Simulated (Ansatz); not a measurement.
MoP (CsCl type, space group No. 221), plane-wave PAW PBEsol (Ansatz code), all energies at zero smearing, with the estimated change up to a 700 eV cutoff added, with one set of potentials and settings (totals compare only within such a set). Cell of 2 atoms (1 Mo, 1 P): -5638.474 eV.

```json
[
 {"element": "Mo", "reference phase": "Im-3m, 1 atoms in the cell", "E (eV/atom)": "-4897.4695"},
 {"element": "P", "reference phase": "Cmce, 4 atoms in the cell", "E (eV/atom)": "-740.0371"}
]
```

Formation energy per atom, worked out: (-5638.474 − 1×(-4897.4695) − 1×(-740.0371))/2 = -0.483 eV/atom (-47 kJ per mol of atoms), at 0 K, without zero-point energy or fitted corrections.

Space group Pm-3m (CsCl type). The cell is a constructed one: a structure type filled with these elements; neither database checked (COD, Materials Project) lists it. COD files the formula under space group No. 187, so this cell is another polymorph or a model. Whether it is the stable phase at ambient conditions was not checked. Symmetry was held in the PBEsol relaxation; of distortions, only those at the zone centre were tested. No spin polarisation was allowed. The references are the lowest solids computed at this level, not always the standard phases.

Potentials: the later of the program's two PAW sets.
